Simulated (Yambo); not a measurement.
Yambo run on Mg₂Si (space group Fm-3m, No. 225). The wavefunctions are norm-conserving PBE (Quantum ESPRESSO, 84 Ry, without SOC) ones on a 4×4×4 mesh (12 occupied bands); a = 4.4828 Å, b = 4.4828 Å, c = 4.4828 Å, α = 60.00°, β = 60.00°, γ = 60.00°.

Yambo input:

```
rim_cut
gw0
dyson
el_el_corr
HF_and_locXC
ppa
em1d
RandQpts= 1000000
RandGvec= 1 Ry
EXXRLvcs= 84 Ry
VXCRLvcs= 336 Ry
Chimod= "HARTREE"
% BndsRnXp
 9 | 143 |
%
NGsBlkXp= 4 Ry
% LongDrXp
 1.0 | 1.0 | 1.0 |
%
PPAPntXp= 27.2114 eV
% GbndRnge
 1 | 143 |
%
GTermKind= "BG"
DysSolver= "n"
ExtendOut
% QPkrange
 1 | 1 | 12 | 13 |
 7 | 7 | 13 | 13 |
%
```

k points by index: 1 = Γ, 7 = X.

The o-*.qp file then holds:

```
#    K-point    Band    Eo [eV]    E [eV]    E-Eo [eV]    Vxc [eV]    Vnlxc [eV]    Sc|Eo [eV]    Sc|E [eV]    dSc/dw|Eo [eV]    Re(Z)    Im(Z)
#
    1    12    0.000000    -0.415249    -0.415249    -10.09069    -11.31627    0.675172    0.810331    -8.854758    0.754480    -0.002078
    1    13    1.891372    1.982263    0.090891    -9.244016    -5.189239    -3.935925    -3.963885    -8.354319    0.765097    -0.001939
    7    13    0.203369    0.136501    -0.066868    -7.748161    -4.474469    -3.359862    -3.340561    -7.872624    0.775601    -0.001987
```
(The two width columns are left out.) Convergence of these settings isn't established.

Geometry of the Materials Project entry, not relaxed at this level.
